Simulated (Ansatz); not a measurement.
## BaO, first-principles data

BaO:
```
BaO
1.0
    3.70322     0.00000     0.00000
   -1.85161     3.20708     0.00000
    0.00000     0.00000     6.47206
Ba O
2 2
Direct
  0.33333   0.66667   0.25000
  0.66667   0.33333   0.75000
  0.00000   0.00000   0.50000
  0.00000   0.00000   0.00000
```

Space group P6_3/mmc (No. 194), NiAs type; conventional cell a = 3.703 Å, b = 3.703 Å, c = 6.472 Å, α = 90.00°, β = 90.00°, γ = 120.00°.

Method: plane-wave PAW LDA (Ansatz code). The cell and atoms are relaxed at this level. Other levels are named where they apply.

**Cell and energy**

Volume per atom: 19.22 Å³
Density: 6.62 g/cm³
Formation energy from the elements (no fitted shifts): -2.70 eV/atom

**Electronic structure**

- Band gap = 2.37 eV (smallest direct gap 2.39 eV)
- Valence-band maximum = at H
- Conduction-band minimum = at M (3 equivalent valleys)
- Electron effective mass = 0.42, 0.42, 0.90 mₑ (principal values)

**Mechanics**

* **Bulk modulus (Birch–Murnaghan fit)**: 840 kbar
* **Pressure derivative B′**: 4.4
* **Elastic constants (relaxed ions, GPa)**: C11 = 124, C12 = 74.4, C13 = 45.7, C33 = 182, C44 = 29.4
* **Mechanical stability**: stable (all eigenvalues of C positive)
* **Hill bulk and shear moduli**: 84.3 and 32.3 GPa
* **Young's modulus**: 85.9 GPa
* **Poisson's ratio**: 0.33
* **Debye temperature from the elastic constants**: 275 K

**Dielectric response**

- Electronic dielectric constant ε∞ (DFPT): 4.64 (xx = yy), 4.89 (zz)
- Static dielectric constant ε0 (ions relaxed, cell fixed): 15.6 (xx = yy), 40.2 (zz)
- Born charges (a third of the trace): Ba +2.64, O -2.64 e

**Phonons**

* **Highest zone-centre frequency (without LO–TO term)**: 440 cm⁻¹
* **Zone-centre stability**: no imaginary mode at Γ
* **Dynamical stability on the path**: stable (no imaginary branch)
* **Zero-point energy**: 33.8 meV/atom
* **Vibrational entropy at 300 K**: 33.2 J/(K·mol of atoms)

The first step of the workflow began from a Materials Project structure, measured or hypothetical; the Crystallography Open Database copy checked does not list it. It is not the phase usual at ambient conditions (space group No. 225). The cell was relaxed with LDA under the symmetry of its start. The references are the lowest solids computed at this level, not always the standard phases (solids in place of the gases). Spin–orbit coupling is left out wherever it is not named.

Potentials: the later of the program's two PAW sets.
